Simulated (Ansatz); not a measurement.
# Bi₂S₃, one structure, two calculations

Cell: a structure deposited in the COD (listed for 7.2 GPa), ions relaxed with PBE at fixed cell.

Space group Pnma (No. 62); a = 10.7010, b = 3.8655, c = 10.5650 Å.

```csv
site,Wyckoff,site symmetry,x,y,z
Bi1,4c,.m.,0.9926,0.2500,0.6773
Bi5,4c,.m.,0.3225,0.2500,0.4718
S9,4c,.m.,0.0516,0.2500,0.1287
S13,4c,.m.,0.3751,0.2500,0.0590
S17,4c,.m.,0.2231,0.2500,0.7968
```

One atom of each set is listed.

First run. Method: Kohn–Sham DFT in Ansatz, PBE, plane waves and PAW, scalar-relativistic, 420 eV cutoff, Γ-centred 3×7×3 k-points, Fermi–Dirac smearing 0.02 eV.

```csv
site,V_zz (10²¹ V/m²),η
Bi1,-3.45,0.01
Bi5,-9.55,0.23
S9,-1.74,0.34
S13,-5.56,0.17
S17,0.98,0.32
```

Second run. The same atoms and settings, except that the functional is r2SCAN and the cutoff is 500 eV.

Q: What does the second run give?

A: 

| site | V_zz | η | change of V_zz |
| --- | --- | --- | --- |
| Bi1 | -3.39 | 0.12 | +0.06 |
| Bi5 | -10.97 | 0.19 | -1.42 |
| S9 | -1.83 | 0.32 | -0.09 |
| S13 | -5.61 | 0.16 | -0.05 |
| S17 | 1.30 | 0.38 | +0.32 |

The largest change of V_zz is on Bi5, from -9.55 to -10.97. In per cent, |V_zz| changes by -2 to +15 on Bi, +1 to +33 on S (all sites that start above 0.5).

For the first run: At this cell the PBE pressure is 10 GPa, so with PBE the cell would grow if it were relaxed. Spin–orbit coupling is left out, which shifts gradients on Bi by a few per cent in wide-gap crystals, and can shift them far more where the calculated gap is small or absent, as here.
For the second run: At this cell the r2SCAN pressure is 9 GPa, so with r2SCAN the cell would grow if it were relaxed. Spin–orbit coupling is left out, which shifts gradients on Bi by a few per cent, and by more where contributions nearly cancel.
